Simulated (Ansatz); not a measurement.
Data:

K:
```cif
data_K
_chemical_formula_sum 'K1'
_space_group_name_H-M_alt 'P 1'
_space_group_IT_number 1
_cell_length_a 4.62978
_cell_length_b 4.62978
_cell_length_c 4.62978
_cell_angle_alpha 109.471
_cell_angle_beta 109.471
_cell_angle_gamma 109.471
loop_
_space_group_symop_operation_xyz
  'x, y, z'
loop_
_atom_site_label
_atom_site_type_symbol
_atom_site_fract_x
_atom_site_fract_y
_atom_site_fract_z
_atom_site_occupancy
K1 K 0.00000 0.00000 0.00000 1
```

This is the r²SCAN-relaxed structure.

All from DFT-r²SCAN in the program Ansatz with PAW potentials, unless another level is named. Predict the vibrational entropy at 300 K.

62.0 J/(K·mol of atoms).

What about the zero-point energy?

9.6 meV/atom.

Next, the Debye temperature from the elastic constants?

95.1 K.

What about the elastic constants (relaxed ions, GPa)?

C11 = 4.0, C12 = 3.2, C44 = 2.6.

Space group Im-3m (bcc (W type)). Symmetry was held in the r²SCAN relaxation; phonons on a q-mesh show no instability. As this level gives no gap, shear constants depend on the k-mesh and smearing (Fermi–Dirac, 0.1 eV here).

Potentials: the later of the program's two PAW sets.
